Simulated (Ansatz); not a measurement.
GaP:
```cif
data_GaP
_chemical_formula_sum 'Ga1 P1'
_space_group_name_H-M_alt 'P 1'
_space_group_IT_number 1
_cell_length_a 3.81231
_cell_length_b 3.81231
_cell_length_c 3.81231
_cell_angle_alpha 60.000
_cell_angle_beta 60.000
_cell_angle_gamma 60.000
loop_
_space_group_symop_operation_xyz
  'x, y, z'
loop_
_atom_site_label
_atom_site_type_symbol
_atom_site_fract_x
_atom_site_fract_y
_atom_site_fract_z
_atom_site_occupancy
Ga1 Ga 0.00000 0.00000 0.00000 1
P1 P 0.75000 0.75000 0.75000 1
```

Relaxed with LDA.

Give the optical modes at the zone centre with their infrared and Raman activity from DFPT, DFT-LDA in the program Ansatz with PAW potentials.

Transverse frequencies, without the LO–TO term; a row sums one degenerate level.

```
ω (cm⁻¹)  degeneracy  IR ((D/Å)²/amu)  Raman (Å⁴/amu)  activity  symmetry
--------  ----------  ---------------  --------------  --------  --------
365                3            13.52             260  IR+Raman        T2
```

How high does the top mode go among those that the LO–TO term moves?

395 cm⁻¹ for q along x.

Space group F-43m (zinc blende). The cell was relaxed with LDA under the symmetry of its start. Scalar-relativistic: spin–orbit coupling is off unless named, which matters more the heavier the elements.

Potentials: the earlier of the program's two PAW sets. The files were generated under PBE; for other functionals the program regenerates the frozen cores, and for LDA and PBEsol the local potential too.
